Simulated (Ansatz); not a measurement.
SnMo$_{3}$N (anti-perovskite, Pm-3m) is relaxed with PBEsol (plane waves, PAW; program Ansatz). What lattice parameters of the conventional cell result?

a = 4.138 Å.

Is it a metal or does it have a gap at this level?

No gap at this level.

The start of the workflow was typed in or built on a structure type; neither database checked (COD, Materials Project) lists it. Whether it is the stable phase at ambient conditions was not checked. Symmetry was held in the PBEsol relaxation. At this level the phase is dynamically unstable (imaginary phonons). The workflow began spin-polarised and lost its moments. Spin–orbit coupling is left out wherever it is not named.

Potentials: the earlier of the program's two PAW sets. The files were generated under PBE; for other functionals the program regenerates the frozen cores, and for LDA and PBEsol the local potential too.
